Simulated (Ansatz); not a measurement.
SnS2:
```cif
data_S8Sn4
_chemical_formula_sum 'Sn4 S8'
_space_group_name_H-M_alt 'I-42d'
_space_group_IT_number 122
_space_group_name_Hall 'I -4 2bw'
_cell_length_a 5.78352
_cell_length_b 5.78352
_cell_length_c 9.95278
_cell_angle_alpha 90.000
_cell_angle_beta 90.000
_cell_angle_gamma 90.000
loop_
_atom_site_label
_atom_site_type_symbol
_atom_site_symmetry_multiplicity
_atom_site_Wyckoff_symbol
_atom_site_fract_x
_atom_site_fract_y
_atom_site_fract_z
_atom_site_occupancy
Sn1 Sn 4 a 0.00000 0.00000 0.00000 1
S1 S 8 d 0.25528 0.25000 0.12500 1
```
(The calculation used a cell of 6 atoms; values per cell refer to that cell.)

Relaxed with PBEsol. Plane-wave PAW PBEsol (Ansatz code) gives a gap of 1.74 eV.

### Question
What gap does HSE06 give on the same cell (Ansatz, PAW)?

### Answer
2.86 eV, 1.12 eV more. The hybrid was solved on a coarser mesh and at special points; its gap is the smallest among all of these.

Cost on shared cores: the PBEsol run (SCF on a 7×7×7 mesh, then bands and DOS) around 2.9 core-minutes (rough), the HSE06 run (SCF on 4×4×4, then a few points) very roughly 4 core-minutes; the tasks are unlike.

The workflow started from a Materials Project entry (that database holds measured and hypothetical structures alike); the Crystallography Open Database copy checked does not list it. It is not the phase usual at ambient conditions (space group No. 164). Symmetry was held in the PBEsol relaxation; its stability against distortions is not shown here. Scalar-relativistic: spin–orbit coupling is off unless named, which matters more the heavier the elements.

Potentials: the later of the program's two PAW sets.
